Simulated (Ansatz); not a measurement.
The start is a generated trial cell of SiO2 in the brookite structure type. The cell and all atomic positions are relaxed at zero pressure with PBEsol (plane waves to 420 eV, PAW, scalar-relativistic; Ansatz, a first-principles code). The first steps use a coarse 4×3×4 k-mesh.

The start:
```
SiO2
1.0
    4.84469     0.00000     0.00000
    0.00000     8.65029     0.00000
    0.00000     0.00000     5.13794
Si O
8 16
Direct
  0.13720   0.12890   0.90280
  0.63720   0.37110   0.09720
  0.36280   0.87110   0.40280
  0.86280   0.62890   0.59720
  0.86280   0.87110   0.09720
  0.36280   0.62890   0.90280
  0.63720   0.12890   0.59720
  0.13720   0.37110   0.40280
  0.81650   0.00950   0.85090
  0.31650   0.49050   0.14910
  0.68350   0.99050   0.35090
  0.18350   0.50950   0.64910
  0.18350   0.99050   0.14910
  0.68350   0.50950   0.85090
  0.31650   0.00950   0.64910
  0.81650   0.49050   0.35090
  0.46340   0.23140   0.88900
  0.96340   0.26860   0.11100
  0.03660   0.76860   0.38900
  0.53660   0.73140   0.61100
  0.53660   0.76860   0.11100
  0.03660   0.73140   0.88900
  0.96340   0.23140   0.61100
  0.46340   0.26860   0.38900
```

Problem. Which atoms feel the largest initial force, and how large is it?

Solution. 1.25 eV/Å, on O9, O10, O11, O12, O13, O14, O15, O16 (atoms numbered as listed).

Problem. By how much does the energy per atom fall from start to end?

Solution. 0.100 eV/atom.

Problem. How do the shortest distances between atoms change?

Solution. The closest pairs of elements (up to four, under 3.6 Å), start → end: O–Si 1.76 → 1.75 Å; O–O 2.35 → 2.27 Å; Si–Si 2.78 → 2.68 Å.

Problem. Is the relaxed structure metallic? Give its gap.

Solution. 5.73 eV, direct at Γ (no spin-orbit coupling).

The space group stays Pbca (No. 61) (the run could not lower it), with 24 atoms in the primitive cell. Final values are on a 6×4×6 k-mesh of the relaxed cell. No spin polarisation in the result.

The run could not lose the symmetry of its start: the end is stationary, and may be a saddle point rather than a minimum.

The relaxed structure here is a generated cell of SiO2: the first start was made by placing the elements on the sites of a structure type, and the end was not matched to a known phase here, so it may be hypothetical. Known forms of SiO2 include space group No. 92, 136, 152, 154.
